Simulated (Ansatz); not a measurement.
ZrAg (rock salt, space group No. 225) is relaxed with DFT-PBE in the program Ansatz with PAW potentials. What lattice parameters of the conventional cell result?

a = 5.668 Å.

Space group Fm-3m (rock salt). The start of the workflow was typed in or built on a structure type; neither database checked (COD, Materials Project) lists it. COD files the formula under space group No. 129, so this cell is another polymorph or a model. Whether it is the stable phase at ambient conditions was not checked. The PBE relaxation kept the symmetry of its start; whether a distortion lowers the energy is not shown. The run is not spin-polarised. Its formation energy is positive at this level, so the cell may be metastable or incomplete.

Potentials: the earlier of the program's two PAW sets.
